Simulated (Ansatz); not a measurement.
Phonons of NbRu (space group P4/mmm) at Γ, X = (0.5, 0.0, 0.0), M = (0.5, 0.5, 0.0), Z = (0.0, 0.0, 0.5).

NbRu (space group P4/mmm)

```
NbRu
1.0
    2.99925     0.00000     0.00000
    0.00000     2.99925     0.00000
    0.00000     0.00000     3.37532
Nb Ru
1 1
Direct
  0.00000   0.00000   0.00000
  0.50000   0.50000   0.50000
```

Level of theory: LDA (plane waves to 420 eV, PAW, scalar-relativistic; Ansatz, a quantum-chemistry and plane-wave program). Harmonic phonons by density-functional perturbation theory on a 16×16×14 k mesh, in cm⁻¹ and rounded to 5; i marks imaginary ones, q is in fractions of the reciprocal vectors of the cell shown, and the three acoustic modes at Γ are left out. The program warned that its band solver left a few bands short of their tolerance. NbRu is run without spin polarisation. NbRu was relaxed with its symmetry unable to fall.

| q | wavenumbers (cm⁻¹) |
|---|---|
| Γ | 130, 160 (×2) |
| X = (0.5, 0.0, 0.0) | 105, 135, 140, 155, 185, 255 |
| M = (0.5, 0.5, 0.0) | 110, 110, 170 (×2), 245 (×2) |
| Z = (0.0, 0.0, 0.5) | 75i, 55 (×2), 115 (×2), 210 |

The structure is unstable at this level: the lowest mode is 75i cm⁻¹ at Z = (0.0, 0.0, 0.5).

Highest mode: 255 cm⁻¹ at X = (0.5, 0.0, 0.0).
